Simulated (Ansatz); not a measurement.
**NaVS₂ (R-3m): the held moment from field and pressure**

The geometry is a structure from the Materials Project, held fixed and not relaxed.

Settings: LDA, 11×11×11 k mesh, Fermi–Dirac smearing of 0.03 eV. PAW means Ansatz 0.2.0 on its default frozen-core files. Site moments are integrated in spheres about the atoms.

The run was typed so:

```yaml
crystal:
  lattice:
    - [1.7993010104, 1.0388269227, 6.4610546979]
    - [-1.7993010104, 1.0388269227, 6.4610546979]
    - [0.0, -2.0776538454, 6.4610546979]
  atoms:
    - { symbol: Na, position: [0.5, 0.5, 0.5] }
    - { symbol: V, position: [0.0, 0.0, 0.0], spin: 2.0 }
    - { symbol: S, position: [0.26437887, 0.26437887, 0.26437887] }
    - { symbol: S, position: [0.73562113, 0.73562113, 0.73562113] }
magnetization:
  spin_polarized: true
kpoints:
  mp_grid: { grid: [11, 11, 11] }
scf:
  occupations: { method: fermi_dirac, width: 0.03 }
  lower_state_search: "off"
hamiltonian:
  xc: lda
  pseudopotentials: { kind: paw }
output:
  forces: true
  stress: true
  eigenvalues: true
  populations: true
  dos: { projected: true, de: 0.1, e_range: [-8, 5] }
  write_density: true
  write_potential: true
  elf: true
  volumetric_format: npy
```

Command: `ansatz run input.yaml --threads 2 --pin off --max-ram 6144MiB --backend cpu --events-out ev --progress --plain --runs-dir out`

The free run ends with 2.00 μB per cell. Further runs hold the cell's moment M by two Fermi levels; B is half their difference over μB, positive where the field raises M. Some of them:

| M (μB/cell) | B (T) | ΔF over the free run (meV/cell) | pressure (GPa) |
| --- | --- | --- | --- |
| 0.50 | -440 | 189.3 | -9.5 |
| 1.00 | -1977 | 153.0 | -8.8 |
| 2.40 | 15207 | 296.5 | -5.6 |

Task: Another run of the series gave B (T) = -2848, ΔF over the free run (meV/cell) = 95.8, pressure (GPa) = -8.0. Which moment was held?
A. 2.20
B. 2.70
C. 1.70
D. 1.40

Result: D. M (μB/cell) = 1.40.

Task: Another run of the series gave B (T) = 18216, ΔF over the free run (meV/cell) = 582.5, pressure (GPa) = -4.9. Which moment was held?
A. 1.70
B. 2.20
C. 2.70
D. 1.40

Result: C. M (μB/cell) = 2.70.

The whole series:

```json
{"M (μB/cell)": "0.50", "B (T)": "-440", "ΔF over the free run (meV/cell)": "189.3", "pressure (GPa)": "-9.5"}
{"M (μB/cell)": "1.00", "B (T)": "-1977", "ΔF over the free run (meV/cell)": "153.0", "pressure (GPa)": "-8.8"}
{"M (μB/cell)": "1.40", "B (T)": "-2848", "ΔF over the free run (meV/cell)": "95.8", "pressure (GPa)": "-8.0"}
{"M (μB/cell)": "1.70", "B (T)": "-2940", "ΔF over the free run (meV/cell)": "44.8", "pressure (GPa)": "-7.2"}
{"M (μB/cell)": "2.20", "B (T)": "13369", "ΔF over the free run (meV/cell)": "129.6", "pressure (GPa)": "-6.0"}
{"M (μB/cell)": "2.40", "B (T)": "15207", "ΔF over the free run (meV/cell)": "296.5", "pressure (GPa)": "-5.6"}
{"M (μB/cell)": "2.70", "B (T)": "18216", "ΔF over the free run (meV/cell)": "582.5", "pressure (GPa)": "-4.9"}
```

The PAW files were made with PBE; the program remakes their cores once for the run's functional and then keeps them frozen. The Ansatz runs typed with the search for lower states off end where their start leads. These are results for the start and cell typed. The real compound can order otherwise, in a larger cell, or not at all, since semilocal functionals at zero temperature often overstate magnetism.
